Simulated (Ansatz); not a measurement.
Method: DFT PBE, scalar-relativistic, plane waves, PAW (Ansatz). Settings: cutoff 420 eV, Γ-centred meshes spaced at most about 0.3 Å⁻¹, and about 0.25 Å⁻¹ or finer for metals (2π included), Gaussian smearing. No spin polarisation in the final relaxations.

These are static total energies at zero pressure. All come from trial cells, and lower structures may exist.

Question: Order these relaxed structures of Nb3C2 by energy, lowest first, with the energy over the lowest of them.
1.

```cif
data_structure
_symmetry_space_group_name_H-M 'Cmmm'
_symmetry_Int_Tables_number 65
_cell_length_a 4.4323
_cell_length_b 13.2257
_cell_length_c 4.4778
_cell_angle_alpha 90.000
_cell_angle_beta 90.000
_cell_angle_gamma 90.000
_cell_volume 262.49
loop_
_atom_site_label
_atom_site_type_symbol
_atom_site_symmetry_multiplicity
_atom_site_Wyckoff_symbol
_atom_site_fract_x
_atom_site_fract_y
_atom_site_fract_z
_atom_site_occupancy
Nb1 Nb 4 j 0.50000 0.66263 0.50000 1
Nb2 Nb 2 c 0.50000 0.00000 0.50000 1
Nb3 Nb 4 i 0.00000 0.66874 0.00000 1
Nb4 Nb 2 a 0.00000 0.00000 0.00000 1
C1 C 4 i 0.50000 0.66693 0.00000 1
C2 C 2 b 0.50000 0.00000 0.00000 1
C3 C 2 d 0.00000 0.00000 0.50000 1
```

2.

```cif
data_structure
_symmetry_space_group_name_H-M 'P6_3/mmc'
_symmetry_Int_Tables_number 194
_cell_length_a 3.5101
_cell_length_b 3.5101
_cell_length_c 13.1647
_cell_angle_alpha 90.000
_cell_angle_beta 90.000
_cell_angle_gamma 120.000
_cell_volume 140.46
loop_
_atom_site_label
_atom_site_type_symbol
_atom_site_symmetry_multiplicity
_atom_site_Wyckoff_symbol
_atom_site_fract_x
_atom_site_fract_y
_atom_site_fract_z
_atom_site_occupancy
Nb1 Nb 4 f 0.33333 0.66667 0.07944 1
Nb2 Nb 2 b 0.00000 0.00000 0.25000 1
C1 C 2 a 0.00000 0.00000 0.00000 1
C2 C 2 c 0.33333 0.66667 0.25000 1
```

Answer: 1 (0 meV/atom), 2 (244 meV/atom). Forms: 1 Cmmm; 2 P6_3/mmc. Counting C atoms around Nb (those within 1.25 times the shortest such distance or 1.15 times the sum of covalent radii, 1.27 where that leaves under three; a slash parts the counts of unlike sites): cell 1 has Nb 3/4/6; cell 2 has Nb 3/4.

Cells relaxed within their symmetry can be saddle points. Some types were kept out of the candidates beforehand, so the set may lack a known form.
